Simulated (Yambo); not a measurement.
KIO3 (space group R3m, No. 160), G0W0@LDA in Yambo with this input:

```
rim_cut
gw0
dyson
el_el_corr
HF_and_locXC
ppa
em1d
RandQpts= 1000000
RandGvec= 1 Ry
EXXRLvcs= 84 Ry
VXCRLvcs= 336 Ry
Chimod= "HARTREE"
% BndsRnXp
 1 | 126 |
%
NGsBlkXp= 7 Ry
% LongDrXp
 1.0 | 1.0 | 1.0 |
%
PPAPntXp= 27.2114 eV
% GbndRnge
 1 | 126 |
%
GTermKind= "BG"
DysSolver= "n"
ExtendOut
```

On a 4×4×4 mesh, with wavefunctions cut at 84 Ry, the gap (Z → Z) is 4.072 eV and the valence edge shifts by -0.748 eV.

Q: What happens with this change: 1 Ry block?

A: The gap rises by 0.216 eV, to 4.288 eV; the shift of the valence edge becomes -0.715 eV. Neither run is shown to be the converged limit.

Spin-orbit coupling is not included.

Geometry of the Materials Project entry, not relaxed at this level; primitive cell a = 4.438 Å, b = 4.438 Å, c = 4.438 Å, α = 88.67°, β = 88.67°, γ = 88.67°.

A shift is the quasiparticle energy of the state minus its LDA energy.
